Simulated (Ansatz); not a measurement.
In2Au (fluorite type, space group Fm-3m)

```xyz
3
Lattice="0.0000 3.2324 3.2324 3.2324 0.0000 3.2324 3.2324 3.2324 0.0000" Properties=species:S:1:pos:R:3 pbc="T T T"
In     4.8486     4.8486     4.8486
In     1.6162     1.6162     1.6162
Au     0.0000     0.0000     0.0000
```

Method: LDA (plane waves to 420 eV, PAW, scalar-relativistic; Ansatz, a first-principles code). Harmonic phonons by density-functional perturbation theory on a 14×14×14 k mesh, in cm⁻¹ and rounded to 5; i marks imaginary ones, q is in fractions of the reciprocal vectors of the cell shown, and the three acoustic modes at Γ are left out. The program warned that its band solver left a few bands short of their tolerance. In2Au was relaxed with its symmetry unable to fall. Spin-orbit coupling is left out, though Au is heavy.

Question: Is the structure dynamically stable at Γ, L = (0.5, 0.0, 0.0), X = (0.5, 0.5, 0.0)?

Answer: No imaginary mode at these points (lowest 30 cm⁻¹ at L = (0.5, 0.0, 0.0)); other wave vectors were not tested.

Question: Predict the phonon wavenumbers at Γ, L = (0.5, 0.0, 0.0), X = (0.5, 0.5, 0.0).

Answer: 
```json
[
 {"q": "Γ", "wavenumbers (cm⁻¹)": "120 (×3), 125 (×3)"},
 {"q": "L = (0.5, 0.0, 0.0)", "wavenumbers (cm⁻¹)": "30 (×2), 80, 105 (×2), 125, 130, 140 (×2)"},
 {"q": "X = (0.5, 0.5, 0.0)", "wavenumbers (cm⁻¹)": "55 (×2), 80 (×2), 80, 95, 145, 155 (×2)"}
]
```
